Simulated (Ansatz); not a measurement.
**TiCo: a bulk modulus from differences**

It was reached by relaxing an invented guess, and it needn't be the stable form of this composition.

The calculation used DFT PBE, scalar-relativistic, plane waves, PAW (Ansatz). The final run on the 2-atom cell used 420 eV, a Γ-centred 18×18×18 mesh, 0.10 eV smearing and collinear spin.

```cif
data_structure
_symmetry_space_group_name_H-M 'Pm-3m'
_symmetry_Int_Tables_number 221
_cell_length_a 2.9851
_cell_length_b 2.9851
_cell_length_c 2.9851
_cell_angle_alpha 90.000
_cell_angle_beta 90.000
_cell_angle_gamma 90.000
_cell_volume 26.60
loop_
_atom_site_label
_atom_site_type_symbol
_atom_site_symmetry_multiplicity
_atom_site_Wyckoff_symbol
_atom_site_fract_x
_atom_site_fract_y
_atom_site_fract_z
_atom_site_occupancy
Ti1 Ti 1 a 0.00000 0.00000 0.00000 1
Co1 Co 1 b 0.50000 0.50000 0.50000 1
```

The cell was set to several volumes, with shape and atoms relaxed at each where symmetry leaves them free. Pressure is positive in compression, and energies count from the lowest row. No row has a gap on its mesh.

```
row  V (Å³/atom)  P (GPa)  ΔE (meV/atom)  largest moment (μB)
  1       11.704    27.21          123.3                 0.64
  2       12.103    18.91           65.7                 0.77
  3       12.502        ?              ?                    ?
  4       12.901     5.40            6.6                 0.92
  5       13.300     0.01            0.0                 0.98
  6       13.699    -4.61            5.9                 1.02
  7       14.098    -8.55           22.5                 1.07
  8       14.630   -12.90           58.4                 1.13
```

Problem. Find B = −V·ΔP/ΔV from rows 4 and 6 and from rows 1 and 2, and from the two its slope B′ and its value B0 at zero pressure.

Solution. Rows 4 and 6 give −(12.901 + 13.699)/2 × (-4.61 − (5.40))/(13.699 − 12.901) = 166.8 GPa at a mean pressure of 0.40 GPa. Rows 1 and 2 give −(11.704 + 12.103)/2 × (18.91 − (27.21))/(12.103 − 11.704) = 247.6 GPa at a mean pressure of 23.06 GPa. So B′ = (247.6 − 166.8)/(23.06 − (0.40)) = 3.57 and B0 = 166.8 − 3.57 × (0.40) = 165.4 GPa. A third-order Birch–Murnaghan fit to all the energies gives B0 = 165.8 GPa and B′ = 4.1.

Problem. Estimate the pressure and energy of row 3.

Solution. From row 5, V0 = 13.300 × (1 + (0.01)/165.4) = 13.301 Å³/atom. Murnaghan's form P = (B0/B′)·[(V0/V)^B′ − 1] gives (165.4/3.57) × [(13.301/12.502)^3.57 − 1] = 11.47 GPa; the computed pressure is 11.66 GPa, so the estimate is off by -0.19 GPa. The work of compression from row 4, with the mean of the two pressures, gives ΔE = 6.6 + (11.47 + 5.40)/2 × (12.901 − 12.502)/160.2 × 1000 = 27.6 meV/atom (1 eV/Å³ = 160.2 GPa); the computed value is 27.7 meV/atom. Its largest moment is 0.85 μB.

Another magnetic order may lie lower. All volumes keep the k mesh of the relaxed cell. The moments change along the series, which bends the curve. Symmetry constrained the relaxation, so the result can be a saddle point.
